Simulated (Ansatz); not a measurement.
A geometry of Bi away from equilibrium: step 2 of the relaxation of a relaxed Bi cell displaced along its unstable phonon at q = Γ (51i cm⁻¹), largest move 0.15 Å. Computed with PBE (plane waves to 420 eV, PAW, scalar-relativistic; Ansatz, a first-principles code). Γ-centred k-mesh 5×5×5 on the run's cell (coarser than for final values), Fermi–Dirac smearing 0.05 eV.

```
Bi
1.0
    6.35715     0.00000     0.00000
    0.00000     6.39553     0.00000
    0.00000     0.00000     6.39553
Bi
8
Direct
  0.25000   0.00000   0.50000
  0.75000   0.00000   0.50000
  0.00000   0.53175   0.24991
  0.00000   0.46825   0.75009
  0.50000   0.25009   0.03175
  0.50000   0.74991   0.96825
  0.00000   0.00000   0.00000
  0.50000   0.50000   0.50000
```

Task: Give the Cartesian forces on all atoms (eV/Å).

Result: 
```
atom    Fx     Fy     Fz
----  ----  -----  -----
Bi1   0.00   0.00   0.00
Bi2   0.00   0.00   0.00
Bi3   0.00   0.18   0.01
Bi4   0.00  -0.18  -0.01
Bi5   0.00  -0.01   0.18
Bi6   0.00   0.01  -0.18
Bi7   0.00   0.00   0.00
Bi8   0.00   0.00   0.00
```

Task: What is the pressure?

Result: 0.0 GPa, compression positive.

Task: How far above the relaxed end point is this geometry?

Result: 0.02 eV/atom; the path ends in P4₂/m (No. 84).

No spin polarisation in the result.

The run could not lose the symmetry of its start, so the end can be a saddle point.

The end of the path is a generated cell of Bi: the first start was made by placing the elements on the sites of a structure type, and the end was not matched to a known phase here, so it may be hypothetical. Known forms of Bi include space group No. 166.
